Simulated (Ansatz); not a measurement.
zincblende-structured MnAs

Method: PBEsol, scalar-relativistic; collinear spin; PAW, 420 eV, Γ-centred 12×12×12 mesh, 0.05 eV Gaussian smearing; code Ansatz. The datasets are Ansatz's generated set soft_2.

```cif
data_structure
_symmetry_space_group_name_H-M 'F-43m'
_symmetry_Int_Tables_number 216
_cell_length_a 5.4969
_cell_length_b 5.4969
_cell_length_c 5.4969
_cell_angle_alpha 90.000
_cell_angle_beta 90.000
_cell_angle_gamma 90.000
_cell_volume 166.09
loop_
_atom_site_label
_atom_site_type_symbol
_atom_site_symmetry_multiplicity
_atom_site_Wyckoff_symbol
_atom_site_fract_x
_atom_site_fract_y
_atom_site_fract_z
_atom_site_occupancy
Mn1 Mn 4 a 0.00000 0.00000 0.00000 1
As1 As 4 d 0.25000 0.25000 0.75000 1
```

The start was a prototype's sites filled with these elements. The Crystallography Open Database lists the compound in space group Pnma, so this is a trial structure.

Magnetic state: ferromagnetic, site spin moments Mn 3.12; As -0.13 μB.

Task: Which orbitals carry the states at the Fermi level, and how many states are there?

Result: Within 0.1 eV of it: Mn 3d 67 %, As 4p 30 % (shares among the projected shells). The density of states at the Fermi level is about 1.6 states/eV per cell, averaged over 0.3 eV.

Density of states (tetrahedra, averaged over 0.4 eV; states/eV per cell of 2 atoms; energy in eV from the Fermi level; projections on Löwdin-orthogonalised atomic orbitals, summed over sites):

```
    E  total  As 4p  Mn 3d up  Mn 3d down  Mn 4s  As 4s
-5.25    0.0    0.0       0.0         0.0    0.0    0.0
-4.85    0.8    0.5       0.2         0.0    0.1    0.0
-4.45    1.8    1.1       0.5         0.0    0.2    0.0
-4.05    1.8    1.2       0.3         0.1    0.2    0.0
-3.65    3.4    1.3       1.9         0.1    0.1    0.0
-3.25    2.0    0.8       1.0         0.1    0.1    0.0
-2.85    1.2    0.6       0.4         0.1    0.0    0.0
-2.45    5.9    0.8       4.6         0.3    0.0    0.0
-2.05    3.6    2.0       0.4         1.1    0.0    0.0
-1.65    0.9    0.1       0.7         0.0    0.0    0.0
-1.25    0.7    0.2       0.4         0.0    0.0    0.0
-0.85    0.7    0.3       0.3         0.0    0.0    0.0
-0.45    1.2    0.4       0.4         0.3    0.0    0.0
-0.05    1.6    0.5       0.3         0.7    0.0    0.0
 0.35    2.5    0.5       0.2         1.7    0.0    0.0
 0.75    3.6    0.5       0.2         2.7    0.1    0.0
 1.15    1.9    0.5       0.2         1.1    0.0    0.0
 1.55    1.7    0.5       0.1         0.9    0.0    0.0
 1.95    1.5    0.5       0.1         0.8    0.0    0.0
 2.35    1.3    0.5       0.0         0.7    0.0    0.0
 2.75    0.9    0.4       0.0         0.5    0.0    0.0
 3.15    0.5    0.2       0.0         0.2    0.0    0.0
 3.55    0.3    0.1       0.0         0.1    0.0    0.0
 3.95    0.2    0.1       0.0         0.1    0.0    0.0
 4.35    0.2    0.0       0.0         0.0    0.0    0.0
 4.75    0.4    0.0       0.0         0.0    0.1    0.0
 5.15    0.8    0.1       0.0         0.0    0.2    0.1
 5.55    1.3    0.1       0.0         0.0    0.3    0.1
 5.95    1.4    0.1       0.0         0.1    0.3    0.1
```

The run wasn't fully tested for a lower electronic state. Site moments are of spin, integrated over atomic spheres. No antiparallel order was tried.
